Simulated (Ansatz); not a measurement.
## Does this entry for Rb3TiF7 lie near equilibrium?

The cell is a Materials Project structure (computed, not necessarily an observed phase), atoms as given.

```cif
data_structure
_symmetry_space_group_name_H-M 'P 1'
_symmetry_Int_Tables_number 1
_cell_length_a 8.0600
_cell_length_b 8.0600
_cell_length_c 5.9362
_cell_angle_alpha 90.000
_cell_angle_beta 90.000
_cell_angle_gamma 90.000
_cell_volume 385.64
loop_
_atom_site_label
_atom_site_type_symbol
_atom_site_fract_x
_atom_site_fract_y
_atom_site_fract_z
_atom_site_occupancy
Rb1 Rb 0.18921 0.68921 0.50000 1
Rb2 Rb 0.68921 0.81079 0.50000 1
Rb3 Rb 0.31079 0.18921 0.50000 1
Rb4 Rb 0.81079 0.31079 0.50000 1
Rb5 Rb 0.50000 0.50000 0.00000 1
Rb6 Rb 0.00000 0.00000 0.00000 1
Ti7 Ti 0.00000 0.50000 0.00000 1
Ti8 Ti 0.50000 0.00000 0.00000 1
F9 F 0.38602 0.88602 0.77230 1
F10 F 0.61398 0.11398 0.77230 1
F11 F 0.11398 0.38602 0.77230 1
F12 F 0.88602 0.61398 0.77230 1
F13 F 0.38602 0.88602 0.22770 1
F14 F 0.88602 0.61398 0.22770 1
F15 F 0.11398 0.38602 0.22770 1
F16 F 0.61398 0.11398 0.22770 1
F17 F 0.00000 0.00000 0.50000 1
F18 F 0.50000 0.50000 0.50000 1
F19 F 0.83548 0.33548 0.00000 1
F20 F 0.33548 0.16452 0.00000 1
F21 F 0.66452 0.83548 0.00000 1
F22 F 0.16452 0.66452 0.00000 1
```

Sites (sets of like atoms) are named by element and the number of their first atom in this list.

All values are calculated (Ansatz; DFT, PBE, plane waves and PAW, scalar-relativistic, 420 eV cutoff, Γ-centred 3×3×4 k-points, Fermi–Dirac smearing 0.02 eV), not measured.

Problem. Do the atoms and the cell lie near the calculated equilibrium?

Solution. Nearly. The largest force is 0.12 eV/Å, on atom 10 (F: 1 Ti at 1.87 Å; also 3 Rb at 2.77–2.99 Å), and the pressure is 2.5 GPa.
